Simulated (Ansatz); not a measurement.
KCaCl3 (Pm-3m), an elastic constant from a strain scan

Computed with DFT PBEsol, scalar-relativistic, plane waves, PAW (Ansatz). Settings: plane waves to 420 eV, k-mesh 4×4×4 (Γ-centred), Gaussian smearing 0.05 eV. No spin polarisation. Energies are free energies at this smearing, counted from the undisturbed cell; pressure is positive in compression.

The undisturbed cell (relaxed at this level; it needn't be the usual structure):

```
CELL_PARAMETERS angstrom
5.30577 0.00000 0.00000
0.00000 5.30577 0.00000
0.00000 0.00000 5.30577
ATOMIC_POSITIONS crystal
K 0.00000 0.00000 0.00000
Ca 0.50000 0.50000 0.50000
Cl 0.00000 0.50000 0.50000
Cl 0.50000 0.00000 0.50000
Cl 0.50000 0.50000 0.00000
```

The cell is strained by ε times the Voigt pattern (1, -1, 0, 0, 0, 0) (xx, yy, zz, yz, xz, xy; engineering shear) with fractional coordinates fixed. The cell holds 5 atoms in V0 = 149.36 Å³. The stress column is τ = (1/V0) dE/dε, got from the stress tensor σ (compression positive) at each point as −det(1 + εP) σ : P(1 + εP)⁻¹, with P the pattern as a tensor.

```csv
ε,ΔE (meV/atom),τ (GPa)
-0.0525,28.257,-5.959
-0.0450,20.584,-5.023
-0.0375,14.191,-4.126
-0.0300,9.028,-3.263
-0.0225,5.055,-2.424
-0.0150,2.239,-1.606
-0.0075,0.559,-0.800
0.0000,0.000,0.000
0.0075,0.559,0.800
0.0150,2.239,1.606
0.0225,5.055,2.424
0.0300,9.028,3.263
0.0375,14.191,4.126
0.0450,20.584,5.023
0.0525,28.257,5.959
0.0600,?,?
```

Q: Which combination of elastic constants does this scan measure, and how large is it?

A: For small ε, τ = τ0 + Kε with K = pᵀCp, which for this pattern is 2(C11 − C12) in the cubic axes. The parabola through τ at ε = -0.0075, 0 and 0.0075 has slope K = 107 GPa at zero. The energies per cell, E = NΔE, of the same two points give K = 2[E(ε₊)/ε₊ − E(ε₋)/ε₋]/[(ε₊ − ε₋)V0] = 107 GPa, in agreement.

Q: Predict the withheld row at ε = 0.0600 from the harmonic law, and compare.

A: ΔE = V0(τ0 ε + Kε²/2)/N = 35.779 meV/atom and τ = 6.40 GPa. The calculation gives 37.269 meV/atom and 6.94 GPa, a miss of 4.2 % of the harmonic energy, so the harmonic law still holds here.

Symmetry holds off the tilts and polar distortions that many cubic perovskites undergo.

Cost: 9 runs of about 1.8 core-minutes in all, on Intel Xeon Processor @ 2.50GHz (Skylake/Cascade Lake) (shared hosts).